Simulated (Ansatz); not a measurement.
MgH₂:
```
MgH2
1.0
    4.51743     0.00000     0.00000
    0.00000     4.51743     0.00000
    0.00000     0.00000     3.01264
Mg H
2 4
Cartesian
  0.00000   0.00000   0.00000
  2.25872   2.25872   1.50632
  1.37521   1.37521   0.00000
  0.88351   3.63392   1.50632
  3.14223   3.14223   0.00000
  3.63392   0.88351   1.50632
```

Relaxed with PBE.

### Question
Map the valence electron density (e/Å³), cut off at 2 on the plane through (0.000, 0.000, 0.000) spanned by u = [0, 0, 1] and v = [1, 1, 0] in lattice vectors, from the program Ansatz at the PBE level (PAW).

### Answer
x is the fraction of u, y of v (the angle between them is 90°; rows are the nearest grid lines); atoms in the plane: Mg at (0.00, 0.00), Mg at (0.50, 0.50), H at (0.00, 0.30), H at (0.00, 0.70).
```
y \ x   0.000  0.0625  0.188  0.250  0.375  0.438  0.562  0.625  0.750  0.812  0.938   1.00
------  -----  ------  -----  -----  -----  -----  -----  -----  -----  -----  -----  -----
1.00     2.00    2.00   2.00  0.354  0.127  0.131  0.131  0.127  0.354   2.00   2.00   2.00
0.938    2.00    2.00  0.629  0.175  0.104  0.107  0.107  0.104  0.175  0.629   2.00   2.00
0.844   0.196   0.183  0.118  0.090  0.061  0.056  0.056  0.061  0.090  0.118  0.183  0.196
0.781   0.458   0.413  0.217  0.144  0.066  0.051  0.051  0.066  0.144  0.217  0.413  0.458
0.688    1.95    1.43  0.423  0.245  0.100  0.074  0.074  0.100  0.245  0.423   1.43   1.95
0.625   0.633   0.565  0.297  0.211  0.169  0.201  0.201  0.169  0.211  0.297  0.565  0.633
0.531   0.153   0.149  0.155  0.295   2.00   2.00   2.00   2.00  0.295  0.155  0.149  0.153
0.469   0.153   0.149  0.155  0.295   2.00   2.00   2.00   2.00  0.295  0.155  0.149  0.153
0.375   0.633   0.565  0.297  0.211  0.169  0.201  0.201  0.169  0.211  0.297  0.565  0.633
0.312    1.95    1.43  0.423  0.245  0.100  0.074  0.074  0.100  0.245  0.423   1.43   1.95
0.219   0.458   0.413  0.217  0.144  0.066  0.051  0.051  0.066  0.144  0.217  0.413  0.458
0.156   0.196   0.183  0.118  0.090  0.061  0.056  0.056  0.061  0.090  0.118  0.183  0.196
0.0625   2.00    2.00  0.629  0.175  0.104  0.107  0.107  0.104  0.175  0.629   2.00   2.00
0.000    2.00    2.00   2.00  0.354  0.127  0.131  0.131  0.127  0.354   2.00   2.00   2.00
```

The density is the valence pseudo-density with augmentation charge, so density and ELF within about 1 Å of a nucleus are not all-electron values.

Space group P4_2/mnm (rutile). The PBE relaxation kept the symmetry of its start; phonons on a q-mesh show no instability.

Potentials: the later of the program's two PAW sets.
